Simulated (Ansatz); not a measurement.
**Guessed and relaxed cells of TaAsS**

Recipe of this trial structure of TaAsS: Janus sheet modelled on a layer of TaSe2, with S on the Se sites (top face changed S to As).

This is a two-dimensional sheet: the third axis spans vacuum and isn't periodic. Symmetry isn't written into the files.

start.cif

```cif
data_structure
_symmetry_space_group_name_H-M 'P 1'
_symmetry_Int_Tables_number 1
_cell_length_a 3.3523
_cell_length_b 3.3523
_cell_length_c 18.0000
_cell_angle_alpha 90.000
_cell_angle_beta 90.000
_cell_angle_gamma 120.000
_cell_volume 175.19
loop_
_atom_site_label
_atom_site_type_symbol
_atom_site_fract_x
_atom_site_fract_y
_atom_site_fract_z
_atom_site_occupancy
Ta1 Ta 0.00000 0.00000 0.49533 1
As1 As 0.66667 0.33333 0.58900 1
S1 S 0.33333 0.66667 0.41100 1
```

Computed with DFT PBE, scalar-relativistic, plane waves, PAW in Ansatz 0.2.0. Cutoff 420 eV, Gaussian smearing, Γ-centred meshes. In-plane cell and atoms relax first on a coarse mesh and then on a finer one. In metals the finer mesh still leaves noise of several meV/atom or more. The steps can't lower the symmetry of their start. No spin polarisation in the relaxation; trial moments died out in a coarse test.

end.cif

```cif
data_structure
_symmetry_space_group_name_H-M 'P 1'
_symmetry_Int_Tables_number 1
_cell_length_a 3.2361
_cell_length_b 3.2361
_cell_length_c 30.2081
_cell_angle_alpha 90.000
_cell_angle_beta 90.000
_cell_angle_gamma 120.000
_cell_volume 273.97
loop_
_atom_site_label
_atom_site_type_symbol
_atom_site_fract_x
_atom_site_fract_y
_atom_site_fract_z
_atom_site_occupancy
Ta1 Ta 0.00000 0.00000 0.29251 1
As1 As 0.66667 0.33333 0.35817 1
S1 S 0.33333 0.66667 0.24034 1
```

The symmetry stays p3m1 (No. 69). The area per atom shrinks by 6.8 %, from 3.2 to 3.0 Å². The shortest distance goes from 2.46 Å (Ta–S) to 2.44 Å (Ta–S). The program sets the height of the box itself, so the height of the cell differs between start and end.

```json
{"Layer group": "p3m1 (No. 69)", "In-plane cell": "a = 3.236 Å, b = 3.236 Å, γ = 120.0°", "Area per atom": "3.02 Å²", "Thickness between the outermost nuclei": "3.56 Å", "Energy over the elements": "−0.55 eV/atom", "Gap on the 18×18×1 mesh of the 3-atom cell": "0 eV (a metal)"}
```

The zero of energy is the elements' standard structures at the same level; no fitted shifts are applied. It lies below the elements, which doesn't yet make it stable against other compounds or structures.

The last run used Gaussian smearing of 0.10 eV. These runs have no spin–orbit coupling, which can matter for Ta. The reference forms of As and S are held partly by dispersion forces, which this level lacks. A structure relaxed within its symmetry needn't be a true minimum. In all, the 3 runs took 3.8 min on 1 thread of Arm Neoverse V1 (shared host).
